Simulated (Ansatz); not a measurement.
Level of theory: Ansatz, DFT PBE, scalar-relativistic, plane waves, PAW. All cells share a 420 eV cutoff and Γ-centred k meshes spaced at most about 0.3 Å⁻¹ (about 0.25 or finer for metals, 2π included). No spin polarisation in the final relaxations.

Temperature and zero-point effects are left out. All come from trial cells, and lower structures may exist.

**Question.** These unrelaxed guesses for Hf3Ta2O are each relaxed within their symmetry. Order them by the energy at which they end, lowest first.
A.

```xyz
6
Lattice="5.6307 0.0000 0.0000 -2.8153 4.8763 0.0000 0.0000 0.0000 3.4013" Properties=species:S:1:pos:R:3 pbc="T T T"
Hf    2.8153    0.0000    1.7007
Hf    1.4077    2.4382    1.7007
Hf   -1.4077    2.4382    1.7007
Ta    0.0000    3.2509    0.0000
Ta    2.8153    1.6254    0.0000
O     0.0000    0.0000    0.0000
```

B.

```xyz
6
Lattice="4.0956 0.0000 0.0000 -2.0478 3.5469 0.0000 0.0000 0.0000 7.5505" Properties=species:S:1:pos:R:3 pbc="T T T"
Hf    0.0000    0.0000    5.8000
Hf    0.0000    0.0000    1.7505
Hf    0.0000    0.0000    3.7752
Ta    0.0000    2.3646    3.7752
Ta    2.0478    1.1823    3.7752
O     0.0000    0.0000    0.0000
```

C.

```xyz
6
Lattice="0.0000 3.9907 4.8551 3.1712 0.0000 4.8551 3.1712 3.9907 0.0000" Properties=species:S:1:pos:R:3 pbc="T T T"
Hf    1.5856    3.9907    2.4276
Hf    1.5856    0.0000    2.4276
Hf    3.1712    3.9907    4.8551
Ta    1.5856    1.9953    4.8551
Ta    1.5856    1.9953    0.0000
O     0.0000    0.0000    0.0000
```

**Answer.** C (ends in Fmmm, 0 meV/atom), B (ends in P6/mmm, 39 meV/atom), A (ends in P6/mmm, 0.55 eV/atom). Even the lowest end lies +0.69 eV/atom against the elements.

These runs have no spin–orbit coupling, which can matter for Hf and Ta. Cells relaxed within their symmetry can be saddle points. Some types were kept out of the candidates beforehand, so the set may lack a known form.
